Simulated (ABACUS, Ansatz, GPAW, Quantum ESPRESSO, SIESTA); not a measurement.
One calculation of CsLiCr2Te2S3, 5 ways

```
Cs Li Cr Te S
1.0
     3.60358    0.00000    0.00000
    -1.80179    3.12079    0.00000
     0.00000    0.00000   19.06651
Cs Li Cr Te S
1 1 2 2 3
Direct
  0.00000 0.00000 0.37399
  0.66667 0.33333 0.01607
  0.00000 0.00000 0.86637
  0.33333 0.66667 0.16833
  0.33333 0.66667 0.53891
  0.66667 0.33333 0.77276
  0.00000 0.00000 0.10030
  0.33333 0.66667 0.92920
  0.66667 0.33333 0.23408
```

The cell comes from a database or a generator and needn't be the stable form of this composition.

Alike in all runs: task single point; functional PBE; k mesh 9 × 9 × 2; occupations fermi-dirac, width 0.05 eV; collinear spin, ferromagnetic start; no spin-orbit coupling. Pressure is positive in compression and, in plane waves, holds the error of the finite cutoff.

```csv
program and potentials,plane-wave cutoff (eV),notes,pressure (GPa),net moment per atom (μB),largest force (eV/Å)
"Ansatz, all-electron LAPW, scalar-relativistic",-,-,0.02,0.63,0.034
"SIESTA, files PseudoDojo sr-pbe-0.4.1-standard, DZP (energy shift 0.003 Ry; two zetas on semicore shells; d shell added on Cs)",-,atomic basis; 10 valence electrons an atom on average,0.61,0.63,0.218
"Quantum ESPRESSO, SSSP 1.3 efficiency PBE",748,7.78 valence electrons an atom on average,0.03,0.63,0.032
"ABACUS, PseudoDojo NC SR 0.4.1 PBE standard, plane waves",1293,10 valence electrons an atom on average,?,?,?
"GPAW, GPAW PAW data sets (gpaw-data 1.2.1)",800,5.78 valence electrons an atom on average,0.09,0.63,0.101
```

Problem. Estimate from the other rows what the run with ABACUS, PseudoDojo NC SR 0.4.1 PBE standard, plane waves gave.

Solution. Pressure 0.23 GPa; net moment per atom 0.63 μB; largest force 0.035 eV/Å. The other rows, which needn't bracket it: pressure 0.02 to 0.61; net moment per atom 0.63; largest force 0.032 to 0.218.
